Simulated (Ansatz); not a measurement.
# Data sheet: SrN₂ (DFT)

SrN₂:
Space group I4/mmm (No. 139); a = 3.715 Å, b = 3.715 Å, c = 6.157 Å, α = 90.00°, β = 90.00°, γ = 90.00°

```csv
atom,site,symmetry,x,y,z
Sr,2a,4/mmm,0.0000,0.0000,0.0000
N,4e,4mm,0.0000,0.0000,0.3997
```
(The calculation used a cell of 3 atoms; values per cell refer to that cell.)

Space group I4/mmm (No. 139), MoSi2 or CaC2 type; conventional cell a = b = 3.7151 Å, c = 6.1569 Å, α = β = γ = 90.00°.

Method: DFT-LDA in the program Ansatz with PAW potentials. Structure relaxed to zero pressure with the same functional. Other levels are named where they apply.

Cell and energy:

```json
{
  "volume_per_atom": "14.16 Å³",
  "density": "4.52 g/cm³",
  "Formation energy from the elements (no fitted shifts)": "-0.81 eV/atom"
}
```

Electronic structure:

```json
{
 "electronic_character": "metallic (no gap)",
 "Density of states at the Fermi level": "0.46 states/eV per atom (mean over ±0.08 eV)"
}
```

Mechanics:

```json
{
 "Bulk modulus (Birch–Murnaghan fit)": "85.5 GPa",
 "Pressure derivative B′": "4.9"
}
```

Phonons:

```json
{
  "highest_zone_centre_frequency": "1593 cm^-1",
  "zone_centre_stability": "no imaginary mode at Γ"
}
```

The workflow started from a Materials Project entry (that database holds measured and hypothetical structures alike); the Crystallography Open Database copy checked does not list it. Whether it is the stable phase at ambient conditions was not checked. The LDA relaxation kept the symmetry of its start. As this level gives no gap, phonon frequencies hold no LO–TO term and depend on the k-mesh and smearing (Fermi–Dirac, 0.1 eV here). The references are the lowest solids computed at this level, not always the standard phases (solids in place of the gases). Scalar-relativistic: spin–orbit coupling is off unless named, which matters more the heavier the elements.

Potentials: the later of the program's two PAW sets.
